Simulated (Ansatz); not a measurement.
## Rocksalt alloy of AgCl and NaCl (12 of 32 Ag sites exchanged), 64 atoms

Ansatz, PAW, plane waves. PBEsol relaxation of volume and atoms (shape held) at the single k point (¼, ¼, ¼) without its symmetry partners; single points on the relaxed atoms at the Γ point alone, onto which points of the small cell's zone fold. Arrangement: quasirandom. No spin–orbit coupling unless named.

Relaxed structure:

```cif
data_structure
_symmetry_space_group_name_H-M 'P 1'
_symmetry_Int_Tables_number 1
_cell_length_a 10.9999
_cell_length_b 10.9999
_cell_length_c 10.9999
_cell_angle_alpha 90.000
_cell_angle_beta 90.000
_cell_angle_gamma 90.000
_cell_volume 1330.98
loop_
_atom_site_label
_atom_site_type_symbol
_atom_site_fract_x
_atom_site_fract_y
_atom_site_fract_z
_atom_site_occupancy
Cl1 Cl 0.24440 0.99645 0.00168 1
Cl2 Cl 0.25501 0.99416 0.50074 1
Cl3 Cl 0.24726 0.50666 0.00115 1
Cl4 Cl 0.24999 0.50126 0.50072 1
Cl5 Cl 0.75105 0.00057 0.00110 1
Cl6 Cl 0.75089 0.00217 0.50146 1
Cl7 Cl 0.75055 0.50095 0.99377 1
Cl8 Cl 0.74982 0.49848 0.50101 1
Cl9 Cl 0.99486 0.25101 0.99408 1
Cl10 Cl 0.00003 0.24912 0.50257 1
Cl11 Cl 0.99907 0.75104 0.99292 1
Cl12 Cl 0.00075 0.74930 0.50219 1
Cl13 Cl 0.50450 0.25274 0.99987 1
Cl14 Cl 0.50785 0.24587 0.50064 1
Cl15 Cl 0.50155 0.74533 0.99980 1
Cl16 Cl 0.49667 0.75270 0.50340 1
Cl17 Cl 0.00299 0.00013 0.24909 1
Cl18 Cl 0.00530 0.00095 0.75510 1
Cl19 Cl 0.00209 0.50020 0.24839 1
Cl20 Cl 0.00234 0.49922 0.75613 1
Cl21 Cl 0.49387 0.00005 0.25408 1
Cl22 Cl 0.49513 0.00068 0.74909 1
Cl23 Cl 0.49408 0.50020 0.24772 1
Cl24 Cl 0.49681 0.49944 0.75572 1
Cl25 Cl 0.25405 0.24987 0.24957 1
Cl26 Cl 0.25313 0.25035 0.74969 1
Cl27 Cl 0.25798 0.74935 0.24998 1
Cl28 Cl 0.25030 0.74930 0.75016 1
Cl29 Cl 0.74589 0.25094 0.24925 1
Cl30 Cl 0.74927 0.25642 0.74915 1
Cl31 Cl 0.74787 0.75065 0.24902 1
Cl32 Cl 0.74876 0.74755 0.75510 1
Ag1 Ag 0.99720 0.00068 0.00209 1
Ag2 Ag 0.99849 0.50148 0.00204 1
Ag3 Ag 0.50316 0.99911 0.50156 1
Ag4 Ag 0.49859 0.49921 0.00146 1
Ag5 Ag 0.25055 0.75144 0.99967 1
Ag6 Ag 0.24843 0.74747 0.50018 1
Ag7 Ag 0.74950 0.25111 0.99898 1
Ag8 Ag 0.75421 0.25050 0.49914 1
Ag9 Ag 0.75021 0.75037 0.00208 1
Ag10 Ag 0.24854 0.99941 0.25157 1
Ag11 Ag 0.25021 0.99947 0.75106 1
Ag12 Ag 0.24823 0.49975 0.25095 1
Ag13 Ag 0.24968 0.50021 0.75119 1
Ag14 Ag 0.74966 0.50218 0.74718 1
Ag15 Ag 0.00153 0.25048 0.74833 1
Ag16 Ag 0.99965 0.74976 0.74769 1
Ag17 Ag 0.49979 0.25025 0.25051 1
Ag18 Ag 0.50152 0.25039 0.75021 1
Ag19 Ag 0.50272 0.75016 0.25188 1
Ag20 Ag 0.49890 0.74980 0.75177 1
Na1 Na 0.00474 0.99896 0.50388 1
Na2 Na 0.00089 0.49933 0.50542 1
Na3 Na 0.49646 0.99767 0.00144 1
Na4 Na 0.49891 0.49944 0.50310 1
Na5 Na 0.24986 0.25297 0.99848 1
Na6 Na 0.25595 0.24690 0.50055 1
Na7 Na 0.74725 0.75022 0.50353 1
Na8 Na 0.74628 0.00162 0.25069 1
Na9 Na 0.75011 0.00344 0.75221 1
Na10 Na 0.74596 0.49998 0.24429 1
Na11 Na 0.99998 0.25031 0.24664 1
Na12 Na 0.00612 0.75009 0.24439 1
```

(1) What are the mean bond lengths by pair (pairs within 1.2 times the sum of covalent radii, less contacts 15 % beyond the pair's median; cation–cation pairs of compounds aside; long ionic contacts are cut short by that bound)?

(2) What gap lies between the top filled and the lowest empty level in the single points?

Answers

(1) Ag–Cl 2.734 ± 0.024 Å (standard deviation, 120 bonds); Cl–Na 2.778 ± 0.027 Å (standard deviation, 72 bonds).

(2) HSE06 3.10 eV (20 s on NVIDIA GB200); r²SCAN 2.20 eV (4.2 s on NVIDIA GB200).
